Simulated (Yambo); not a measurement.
Bethe-Salpeter results for Cs2LiYCl6

```
CELL_PARAMETERS angstrom
      0.00000     5.31383     5.31383
      5.31383     0.00000     5.31383
      5.31383     5.31383     0.00000
ATOMIC_POSITIONS crystal
  Li 0.50000 0.50000 0.50000
  Cl 0.75032 0.24968 0.24968
  Cl 0.24968 0.75032 0.75032
  Cl 0.24968 0.75032 0.24968
  Cl 0.75032 0.24968 0.75032
  Cl 0.24968 0.24968 0.75032
  Cl 0.75032 0.75032 0.24968
  Y  0.00000 0.00000 0.00000
  Cs 0.75000 0.75000 0.75000
  Cs 0.25000 0.25000 0.25000
```

The geometry is that of Materials Project entry mp-567652, symmetrised and not relaxed again.

BSE in Yambo on PBEsol (pw.x of Quantum ESPRESSO, ONCV potentials, without SOC) bands: 4×4×4 mesh, 18 valence and 11 conduction bands, static screening with 146 bands and a 3 Ry block, scissor 3.15 eV, Tamm-Dancoff; field along x.

```csv
state,energy (eV),states within 2 meV,relative strength,class,main transitions
1,6.46,1,< 0.01,dark,several band pairs
2,6.58,3,< 0.01,dark,several band pairs
3,6.59,3,< 0.01,dark,several band pairs
4,6.69,3,< 0.01,dark,several band pairs
5,6.74,2,< 0.01,weak,several band pairs
6,6.77,2,< 0.01,dark,several band pairs
7,6.80,1,< 0.01,dark,several band pairs
8,6.82,2,< 0.01,dark,several band pairs
9,6.83,1,< 0.01,dark,several band pairs
10,6.84,3,1.00,strong,several band pairs
```

These are vertical excitations (zero momentum). The direct quasiparticle gap on this mesh is 7.98 eV; counted from there, state 1 is bound by 1.51 eV. Convergence with the mesh was not shown.

Spin singlets only. Strengths are relative to the strongest of the lowest states of this run; strong means a line over 3 % of the spectrum's maximum, dark under 0.03 %. Absolute energies carry the error of the G0W0 scissor, whose convergence isn't established.
